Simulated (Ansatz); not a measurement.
ZnInGaO4 (InGaZnO4 type, space group R3m)

```xyz
7
Lattice="1.6574 0.9569 8.5837 -1.6574 0.9569 8.5837 0.0000 -1.9138 8.5837" Properties=species:S:1:pos:R:3 pbc="T T T"
In     0.0000     0.0000    25.6752
Ga     0.0000     0.0000     5.4816
Zn     0.0000     0.0000    20.1196
O      0.0000     0.0000     3.5090
O      0.0000     0.0000    22.6309
O      0.0000     0.0000     7.4358
O      0.0000     0.0000    18.1522
```

Equation-of-state scan: isotropic scaling of the cell above, V₀ being its volume. The atoms relax within the cell's symmetry.

The numbers are results of PBEsol (plane waves to 420 eV, PAW, scalar-relativistic; Ansatz, a first-principles code), not measurements. k mesh 12×12×12 (Γ-centred), Fermi-Dirac smearing 0.05 eV. The energy includes the smearing's −TS. Stress and pressure are positive under compression. With the shape held, the modulus is that of even scaling; a crystal free to change shape is softer. ZnInGaO4 was relaxed with its symmetry unable to fall. ΔE is measured from the relaxed starting cell.

| V (Å³/atom) | ΔE (meV/atom) |
|---|---|
| 10.502 | 75.8 |
| 10.793 | withheld |
| 11.085 | 17.2 |
| 11.377 | 4.1 |
| 11.668 | 0.0 |
| 11.960 | 3.7 |
| 12.252 | 14.2 |
| 12.543 | 30.7 |
| 12.835 | 52.2 |

### Question
Fit a third-order Birch-Murnaghan form (E₀, V₀, B₀, B₀′ free) to the given rows and predict ΔE at V = 10.793.

### Answer
Least squares on the 8 given rows: ΔE = E₀ + (9V₀B₀/16)·y²·[2 + (B₀′ − 4)y], y = (V₀/V)^(2/3) − 1, with V₀ = 11.669 Å³/atom, B₀ = 171.3 GPa (160.2 GPa = 1 eV/Å³; the term in eV is multiplied by 1000), B₀′ = 4.54, E₀ = 0.01 meV/atom; root-mean-square residual 0.03 meV/atom. At 10.793 the fit gives 40.6 meV/atom; the calculation gives 40.6 meV/atom, the same to the digits shown. For the pressure the fit gives 16.0 GPa against the computed 16.0 GPa.

(A scan under strain: stresses follow from slopes of the energy per volume, elastic moduli from its curvatures.)
